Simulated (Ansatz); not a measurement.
Space group Fm-3m (No. 225). a = 6.467 Å, b = 6.467 Å, c = 6.467 Å, α = 90.00°, β = 90.00°, γ = 90.00°
| atom | site | symmetry | x | y | z |
| --- | --- | --- | --- | --- | --- |
| Na | 4a | m-3m | 0.0000 | 0.0000 | 0.0000 |
| I | 4b | m-3m | 0.5000 | 0.0000 | 0.0000 |

Equation of state of this NaI structure (not necessarily the ground state), with shape and atoms relaxed at each volume where symmetry leaves them free. Computed with Ansatz 0.2.0, DFT r2SCAN, scalar-relativistic, plane waves, PAW.

Cutoff 500 eV; k points 6×6×6 on the computed 2-atom cell (Γ-centred); Gaussian smearing, width 0.02 eV; no spin polarisation.

```csv
V (Å³/atom),E − E(largest V) (meV/atom),P (GPa),gap on mesh (eV)
29.748,15.90,2.89,4.88
30.762,0.64,1.96,4.75
31.776,-9.17,1.17,4.64
32.790,-14.42,0.51,4.53
33.805,-15.84,-0.05,4.44
34.819,-14.03,-0.51,4.35
35.833,-9.50,-0.90,4.27
37.185,0.00,-1.33,4.17
```

Question: Fit a third-order Birch–Murnaghan equation to E(V).

Answer: V0 = 33.71 Å³/atom, B0 = 17 GPa, B0' = 4.8.

Spin-orbit coupling is left out, which matters for the bands of heavy elements.

Cost: 8 runs of about 1.5 core-minutes in all, on Intel Xeon Processor @ 2.50GHz (Skylake/Cascade Lake) (shared hosts).